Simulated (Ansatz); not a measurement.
ScAl (Cmcm)

The calculation used DFT r2SCAN, scalar-relativistic, plane waves, PAW in Ansatz.

Plane waves to 500 eV, a k mesh through Γ of 10×10×12 on the computed 4-atom cell and Gaussian smearing (0.10 eV); no spin polarisation.

The structure is relaxed at this level of theory with its symmetry kept. Whether it is the stable form of this composition wasn't checked.

```cif
data_structure
_symmetry_space_group_name_H-M 'Cmcm'
_symmetry_Int_Tables_number 63
_cell_length_a 3.3680
_cell_length_b 11.0374
_cell_length_c 4.3406
_cell_angle_alpha 90.000
_cell_angle_beta 90.000
_cell_angle_gamma 90.000
_cell_volume 161.36
loop_
_atom_site_label
_atom_site_type_symbol
_atom_site_symmetry_multiplicity
_atom_site_Wyckoff_symbol
_atom_site_fract_x
_atom_site_fract_y
_atom_site_fract_z
_atom_site_occupancy
Sc1 Sc 4 c 0.50000 0.66031 0.25000 1
Al1 Al 4 c 0.50000 0.93018 0.25000 1
```

```
Space group                                       : Cmcm (No. 63)
Volume per atom                                   : 20.17 Å³
Generalised Kohn–Sham band gap                    : none (metal)
Density of states at the Fermi level              : 5.45 states/eV per cell
Löwdin character within 0.5 eV of the Fermi level : Sc 3d 74 %, Al 3p 17 %, unprojected 5 %
Bulk modulus                                      : 76 GPa
Its pressure derivative                           : 3.7
Bader charges (e)                                 : Sc (2 in the cell) 1.31, Al (2 in the cell) -1.31
```